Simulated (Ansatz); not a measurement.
Input, command and steps of an Ansatz relaxation.

```yaml
crystal:
  lattice:
    - [0.0, 4.2666261601, 4.2666261601]
    - [4.2666261601, 0.0, 4.2666261601]
    - [4.2666261601, 4.2666261601, 0.0]
  atoms:
    - { symbol: Ti, position: [0.8560534353, 0.3813155216, 0.3813155216] }
    - { symbol: Ti, position: [0.3813155216, 0.3813155216, 0.3813155216] }
    - { symbol: Ti, position: [0.3813155216, 0.3813155216, 0.8560534353] }
    - { symbol: Ti, position: [0.8686844784, 0.3939465647, 0.8686844784] }
    - { symbol: Ti, position: [0.8686844784, 0.8686844784, 0.8686844784] }
    - { symbol: Ti, position: [0.3939465647, 0.8686844784, 0.8686844784] }
    - { symbol: Ti, position: [0.8686844784, 0.8686844784, 0.3939465647] }
    - { symbol: Ti, position: [0.3813155216, 0.8560534353, 0.3813155216] }
    - { symbol: C, position: [0.625, 0.625, 0.625] }
    - { symbol: C, position: [0.125, 0.625, 0.625] }
    - { symbol: C, position: [0.625, 0.625, 0.125] }
    - { symbol: C, position: [0.625, 0.125, 0.625] }
basis:
  ecutwfc: 500
kpoints:
  mp_grid: { grid: [8, 8, 8] }
hamiltonian:
  xc: r2scan
scf:
  occupations: { method: gaussian, width: 0.1 }
output:
  forces: true
  stress: true
  eigenvalues: true
relax:
  adjacent_minimum: "off"
  f_tol: 0.01
  max_steps: 30
```

```bash
ansatz run input.yaml --threads 2 --pin off --max-ram 5120MiB --backend cpu --events-out ev --progress --plain --runs-dir out
```

These are results of Ansatz, DFT r2SCAN, scalar-relativistic, plane waves, PAW, not measurements.

The volume is held at 0.97 times that of the relaxed cell.

Of 4 frames 3 are shown, positions in Å and forces in eV/Å; the SCF threshold varies from step to step.

```xyz
12
Lattice="0.0000 4.2666 4.2666 4.2666 0.0000 4.2666 4.2666 4.2666 0.0000" Properties=species:S:1:pos:R:3:forces:R:3 pbc="T T T" step=1 free_energy_over_end_meV_per_atom=1.66
Ti    3.2539    5.2794    5.2794   -0.2076    0.2076    0.2076
Ti    3.2539    3.2539    3.2539   -0.2076   -0.2076   -0.2076
Ti    5.2794    5.2794    3.2539    0.2076    0.2076   -0.2076
Ti    5.3872    7.4127    5.3872   -0.2076    0.2076   -0.2076
Ti    7.4127    7.4127    7.4127    0.2076    0.2076    0.2076
Ti    7.4127    5.3872    5.3872    0.2076   -0.2076   -0.2076
Ti    5.3872    5.3872    7.4127   -0.2076   -0.2076    0.2076
Ti    5.2794    3.2539    5.2794    0.2076   -0.2076    0.2076
C     5.3333    5.3333    5.3333    0.0000    0.0000    0.0000
C     5.3333    3.2000    3.2000    0.0000    0.0000    0.0000
C     3.2000    3.2000    5.3333    0.0000    0.0000    0.0000
C     3.2000    5.3333    3.2000    0.0000    0.0000    0.0000
12
Lattice="0.0000 4.2666 4.2666 4.2666 0.0000 4.2666 4.2666 4.2666 0.0000" Properties=species:S:1:pos:R:3:forces:R:3 pbc="T T T" step=2 free_energy_over_end_meV_per_atom=0.09
Ti    3.2439    5.2894    5.2894    0.0464   -0.0464   -0.0464
Ti    3.2439    3.2439    3.2439    0.0464    0.0464    0.0464
Ti    5.2894    5.2894    3.2439   -0.0464   -0.0464    0.0464
Ti    5.3772    7.4227    5.3772    0.0464   -0.0464    0.0464
Ti    7.4227    7.4227    7.4227   -0.0464   -0.0464   -0.0464
Ti    7.4227    5.3772    5.3772   -0.0464    0.0464    0.0464
Ti    5.3772    5.3772    7.4227    0.0464    0.0464   -0.0464
Ti    5.2894    3.2439    5.2894   -0.0464    0.0464   -0.0464
C     5.3333    5.3333    5.3333    0.0000    0.0000    0.0000
C     5.3333    3.2000    3.2000    0.0000    0.0000    0.0000
C     3.2000    3.2000    5.3333    0.0000    0.0000    0.0000
C     3.2000    5.3333    3.2000    0.0000    0.0000    0.0000
12
Lattice="0.0000 4.2666 4.2666 4.2666 0.0000 4.2666 4.2666 4.2666 0.0000" Properties=species:S:1:pos:R:3:forces:R:3 pbc="T T T" step=4 free_energy_over_end_meV_per_atom=0.00
Ti    3.2457    5.2875    5.2875    0.0005   -0.0005   -0.0005
Ti    3.2457    3.2457    3.2457    0.0005    0.0005    0.0005
Ti    5.2875    5.2875    3.2457   -0.0005   -0.0005    0.0005
Ti    5.3791    7.4208    5.3791    0.0005   -0.0005    0.0005
Ti    7.4208    7.4208    7.4208   -0.0005   -0.0005   -0.0005
Ti    7.4208    5.3791    5.3791   -0.0005    0.0005    0.0005
Ti    5.3791    5.3791    7.4208    0.0005    0.0005   -0.0005
Ti    5.2875    3.2457    5.2875   -0.0005    0.0005   -0.0005
C     5.3333    5.3333    5.3333    0.0000    0.0000    0.0000
C     5.3333    3.2000    3.2000    0.0000    0.0000    0.0000
C     3.2000    3.2000    5.3333    0.0000    0.0000    0.0000
C     3.2000    5.3333    3.2000    0.0000    0.0000    0.0000
```

Time: 52 s on 2 threads of Oxide Virtual Turin-like Processor (Zen 5), with other jobs on the host, peak memory 1.1 GiB.